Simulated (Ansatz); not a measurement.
# Stress against strain in Li

```xyz
1
Lattice="0.0000 2.2020 2.2020 2.2020 0.0000 2.2020 2.2020 2.2020 0.0000" Properties=species:S:1:pos:R:3 pbc="T T T"
Li    0.0000    0.0000    0.0000
```

The cell is COD entry 9008473, as deposited and not checked against the literature; nothing was relaxed.

Method: Ansatz 0.2.0, DFT, LDA, all-electron LAPW, scalar-relativistic.

The runs use a Γ-centred 16×16×16 k mesh, Fermi–Dirac smearing of 0.05 eV, basis error target 0.5 meV/atom, no spin polarisation.

The strain is applied along the Cartesian axes of the cell as listed (the other components stay zero). Fractional coordinates are held (clamped ions).

σ is the change of stress from the unstrained cell, which is at -1.47 GPa; tension is positive, so slopes are stress–strain coefficients at that pressure. In a metal the k mesh adds noise.

Only quantities that a quadratic follows smoothly over the whole series are listed; rougher ones are left out.

| εxx = εyy | σzz (GPa) | σxx (GPa) |
| --- | --- | --- |
| -0.0200 | -0.37 | -0.45 |
| 0.0000 | 0.00 | 0.00 |
| 0.0100 | 0.18 | 0.19 |
| 0.0200 | 0.35 | 0.37 |

Q: Fit the series and read off the stiffness at zero strain.

A: Least-squares fits y = p0 + p1 x + p2 x² to the rows give σzz (GPa): p1 = 18, p2 = -27; σxx (GPa): p1 = 20.5, p2 = -95. So 2 C12 = 18 GPa and C11 + C12 = 20 GPa.

Q: One run, at εxx = εyy = -0.0100, is withheld. Predict its row.

A: The fits give -0.18, -0.22; the run gave -0.19, -0.21.
